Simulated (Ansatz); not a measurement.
**SiRh, first-principles data**

SiRh:
```
CELL_PARAMETERS angstrom
      4.57119     0.00000     0.00000
      0.00000     4.57076     0.00000
     -2.43280     0.00000     4.96823
ATOMIC_POSITIONS crystal
  Si 0.79149 0.64806 0.06535
  Si 0.20851 0.35194 0.93465
  Si 0.20851 0.14806 0.43465
  Si 0.79149 0.85194 0.56535
  Rh 0.30047 0.64586 0.61393
  Rh 0.69953 0.35414 0.38607
  Rh 0.69953 0.14586 0.88607
  Rh 0.30047 0.85414 0.11393
```

Space group P2_1/c (No. 14); conventional cell a = b = 4.571 Å, c = 5.532 Å, α = γ = 90.00°, β = 116.09°.

Method: the program Ansatz at the PBEsol level (PAW). Structure relaxed to zero pressure with the same functional. Other levels are named where they apply.

### Cell and energy

```json
{
  "volume_per_atom": "12.98 Å³",
  "density": "8.38 g/cm³",
  "Formation energy from the elements (no fitted shifts)": "-86 kJ/mol of atoms"
}
```

### Electronic structure

```json
{
 "electronic_character": "metallic (no gap)",
 "Density of states at the Fermi level": "0.07 states/eV per atom (mean over ±0.08 eV)",
 "Gap with spin–orbit coupling": "none (metallic)"
}
```

### Mechanics

```json
{
 "Bulk modulus (Birch–Murnaghan fit)": "197 GPa",
 "Pressure derivative B′": "5.5",
 "Elastic constants (relaxed ions, GPa)": "C11 = 373, C22 = 419, C33 = 231, C12 = 184, C13 = 144, C23 = 154, C44 = 117, C55 = 96.3, C66 = 133, C15 = -6.2, C25 = 3.3, C35 = -54.5, C46 = 17.9",
 "mechanical_stability": "stable (all eigenvalues of C positive)",
 "hill_bulk_and_shear_moduli": "203 and 96.7 GPa",
 "Young's modulus": "250 GPa",
 "Poisson's ratio": "0.29",
 "debye_temperature_from_the_elastic_constants": "480 K"
}
```

### Phonons

```json
{
  "highest_zone_centre_frequency": "420 cm^-1",
  "zone_centre_stability": "no imaginary mode at Γ"
}
```

The workflow started from a Materials Project entry (that database holds measured and hypothetical structures alike); the Crystallography Open Database files this formula in space group No. 14, but the cells were not matched. Its standing as an ambient phase is unchecked. The PBEsol relaxation kept the symmetry of its start. The run is not spin-polarised. As this level gives no gap, shear constants depend on the k-mesh and smearing (Fermi–Dirac, 0.1 eV here). As this level gives no gap, phonon frequencies hold no LO–TO term and depend on the k-mesh and smearing (Fermi–Dirac, 0.1 eV here). The references are the lowest solids computed at this level, not always the standard phases. Spin–orbit coupling is left out wherever it is not named.

Potentials: the earlier of the program's two PAW sets. The files were generated under PBE; for other functionals the program regenerates the frozen cores, and for LDA and PBEsol the local potential too.
